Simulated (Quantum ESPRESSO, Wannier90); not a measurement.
**Wannier functions of NbAu2 (P6/mmm)**

```yaml
crystal:
  lattice:
    - [4.67647, 0.00000, 0.00000]
    - [-2.33824, 4.04994, 0.00000]
    - [0.00000, 0.00000, 2.74310]
  atoms:
    - { symbol: Nb, position: [0.00000, 0.00000, 0.00000] }
    - { symbol: Au, position: [0.66667, 0.33333, 0.50000] }
    - { symbol: Au, position: [0.33333, 0.66667, 0.50000] }
```

Materials Project entry mp-1606; symmetrised, unrelaxed at this level. COD (Crystallography Open Database) has an entry of this formula and space group (matched by these alone). Computed values, not measurements, from PBEsol: Quantum ESPRESSO (norm-conserving PseudoDojo potentials, cutoff 66 Ry, no spin polarisation, no spin-orbit coupling) on a Γ-centred 4×4×6 mesh, then Wannier90. Density: 12×12×16 mesh, cold smearing 0.01 Ry. Spin-orbit coupling is left out although heavy elements are present.

The plane-wave run has 53 bands and 51 electrons a cell. On the energy scale of pw.x, whose zero is arbitrary, the Fermi level lies at 20.42 eV.

Isolated groups of bands, relative to the Fermi level (bands from 13 on overlap up to the last one computed):

```csv
bands,from (eV),to (eV),filling,weight on atomic waves
1–2,-106.57,-106.54,filled,Au 5s 98 %
3–8,-57.96,-57.70,filled,Au 5p 100 %
9,-55.63,-55.47,filled,Nb 4s 97 %
10–12,-32.10,-30.84,filled,Nb 4p 99 %
```

Input w.win, without the blocks of cell, atoms and k-points (96 lines):

```
num_bands = 53
num_wann = 27
num_iter = 1000
conv_tol = 1.0e-6
conv_window = 4
dis_num_iter = 1000
dis_conv_tol = 1.0e-6
dis_froz_max = 21.92
write_hr = true
write_u_matrices = true
begin projections
f=0.01145,0.00892,0.00412: s;p;d
f=-0.33454,0.32223,0.50293: s;p;d
f=0.33903,-0.33820,0.50940: s;p;d
end projections
mp_grid = 4 4 6
```

This input has a fault. Which, and what does the program do?

wannier90.x stops with:
```
dis_windows: More states in the frozen window than target WFs
```
At some k-point more bands lie below dis_froz_max than there are Wannier functions, and every frozen state has to fit into the subspace. Here the deep bands below band 13 or between the kept ones were not excluded and fill the window; only bands 13-53 belong to the model. Mended as below, all else unchanged, the run goes through (Ω_I = 27.0 Å²) and follows the plane-wave bands to 6.0 meV rms (states up to 1.0 eV relative to the Fermi level).
```
num_bands = 41
exclude_bands = 1-12
```
